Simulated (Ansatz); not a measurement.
BAs in space group P4_2/mnm (No. 136; B on 4g, As on 4f), the program Ansatz at the PBEsol level (PAW), all energies at zero smearing, with the estimated change up to a 700 eV cutoff added, with one set of potentials and settings (totals compare only within such a set). Cell of 8 atoms (4 B, 4 As): -19862.037 eV.

| element | reference phase | E (eV/atom) |
|---|---|---|
| B | R-3m, 12 atoms in the cell | -152.6698 |
| As | R-3m, 2 atoms in the cell | -4813.0241 |

Formation energy per atom, worked out: (-19862.037 − 4×(-152.6698) − 4×(-4813.0241))/8 = 0.092 eV/atom (9 kJ per mol of atoms), at 0 K, without zero-point energy or fitted corrections.

The start of the workflow was typed in or built on a structure type; neither database checked (COD, Materials Project) lists it. It is not the phase usual at ambient conditions (space group No. 216). Symmetry was held in the PBEsol relaxation; phonons on a q-mesh show no instability. The references are the lowest solids computed at this level, not always the standard phases.

Potentials: the later of the program's two PAW sets.
